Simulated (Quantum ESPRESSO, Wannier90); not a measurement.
# GeSe₂ (I-42d): Wannier90 run

```xyz
6
Lattice="5.9366 0.0000 0.0000 0.0000 5.9366 0.0000 -2.9683 -2.9683 4.7857" Properties=species:S:1:pos:R:3 pbc="T T T"
Ge     0.0000    -2.9683     2.3928
Ge     0.0000     0.0000     0.0000
Se    -1.4842    -1.4127    -1.1964
Se    -1.4127     1.4842     1.1964
Se     1.4842     1.4127    -1.1964
Se     1.4127    -1.4842     1.1964
```

Materials Project entry mp-10074; symmetrised, unrelaxed at this level. Not found in the COD (Crystallography Open Database) copy used; not checked further. Computed values, not measurements, from PBEsol: Quantum ESPRESSO (norm-conserving PseudoDojo potentials, cutoff 69 Ry, no spin polarisation, no spin-orbit coupling) on a Γ-centred 4×4×4 mesh, then Wannier90. Density: 6×6×6 mesh, cold smearing 0.01 Ry. Spin-orbit coupling, left out, would split the p-like bands by a few tenths of an eV.

Energies are relative to the valence-band maximum.

**Bands.** A Kohn-Sham gap of 1.58 eV opens above band 46. 5 filled groups are cut off by gaps; the highest, bands 37–46, spans -4.56 to 0.00 eV and is Se 4p 78 %, Ge 4p 17 %.

**Valence functions.** The best of several starts gives 16 functions with Ω_total = 28.30 Å², 88 % of it gauge-invariant: 8 of 1.74 Å² at 1.02 Å from Se; 8 of 1.79 Å² at 0.46 Å from Se.

**Model.** 24 functions (Ge sp, Se sp) from bands 31-67, frozen to 3.08 eV, reach Ω_I = 31.05 Å² and follow pw.x to 3.2 meV rms (states up to 2.6 eV relative to the valence-band maximum).

**No window.** Without a frozen window Ω_I drops to 27.31 Å² while the misfit grows to 189 meV: a small spread is no proof of good bands.

**Outer window.** The setting "outer window to 7.06 eV" raises Ω_I to 42.61 Å², as fewer states are left to mix in, and the misfit goes to 6.3 meV.
